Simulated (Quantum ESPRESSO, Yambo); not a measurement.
**PtS2 monolayer: DFT and GW levels**

```
PtS2
1.0
    3.53447     0.00000     0.00000
   -1.76723     3.06094     0.00000
    0.00000     0.00000    15.50000
S Pt
2 1
Direct
  0.33333   0.66667   0.07847
  0.66667   0.33333   0.92153
  0.00000   0.00000   0.00000
```

The layer was cut from Materials Project entry mp-762 and relaxed with PBEsol in a cell 15.5 Å high, with the Coulomb interaction truncated along z.

Starting point: norm-conserving PBEsol (Quantum ESPRESSO, 84 Ry, without SOC). G0W0 in Yambo: 6×6×1 Γ-centred k mesh, bands 5 to 155 and a 8 Ry block in the screening, 155 bands in G with the Bruneval-Gonze terminator, plasmon pole fitted at 27.2 eV, slab-truncated Coulomb interaction, stochastic integration of W near q = 0.

```
Item                                                                             Result
------------------------------------------------------------------------------  -------
PBEsol gap along the band path                                                  1.78 eV
PBEsol gap between the mesh's edge points ((0.167, 0.167) → (0, 0.167))         2.06 eV
G0W0 gap between the same points                                                3.31 eV
PBEsol smallest direct gap on the mesh (at (0, 0.167))                          2.09 eV
G0W0 direct gap at that point                                                   3.25 eV
smallest G0W0 gap among all computed states (the edges move to other k points)  3.25 eV
```

```json
[
 {"k point": "Γ", "band": "VB", "E PBEsol (eV)": "-0.29", "E QP (eV)": "-0.96", "shift (eV)": "-0.67", "Z": "0.74"},
 {"k point": "Γ", "band": "CB", "E PBEsol (eV)": "3.32", "E QP (eV)": "3.98", "shift (eV)": "0.66", "Z": "0.74"},
 {"k point": "(0, 0.167)", "band": "VB", "E PBEsol (eV)": "-0.03", "E QP (eV)": "-0.55", "shift (eV)": "-0.52", "Z": "0.74"},
 {"k point": "(0, 0.167)", "band": "CB", "E PBEsol (eV)": "2.06", "E QP (eV)": "2.70", "shift (eV)": "0.64", "Z": "0.75"},
 {"k point": "M", "band": "VB", "E PBEsol (eV)": "-1.45", "E QP (eV)": "-2.19", "shift (eV)": "-0.74", "Z": "0.73"},
 {"k point": "M", "band": "CB", "E PBEsol (eV)": "2.91", "E QP (eV)": "3.62", "shift (eV)": "0.71", "Z": "0.74"},
 {"k point": "(0.167, 0.167)", "band": "VB", "E PBEsol (eV)": "0.00", "E QP (eV)": "-0.61", "shift (eV)": "-0.61", "Z": "0.74"},
 {"k point": "(0.167, 0.167)", "band": "CB", "E PBEsol (eV)": "2.10", "E QP (eV)": "2.73", "shift (eV)": "0.63", "Z": "0.75"},
 {"k point": "K", "band": "VB", "E PBEsol (eV)": "-0.74", "E QP (eV)": "-1.19", "shift (eV)": "-0.45", "Z": "0.74"},
 {"k point": "K", "band": "CB", "E PBEsol (eV)": "2.18", "E QP (eV)": "2.85", "shift (eV)": "0.68", "Z": "0.75"}
]
```

Energies count from the PBEsol valence-band maximum.

Nearest settings tried, and what they do to the gap: 99 bands in G: +4 meV; 99 bands in W, 99 bands in G: +8 meV; 3 Ry block (107 vectors against 405): -128 meV. Not varied: mesh, cell height. So the settings aren't converged at that level.

Spin-orbit coupling is left out, which matters for elements this heavy: edges can move by tenths of an eV.
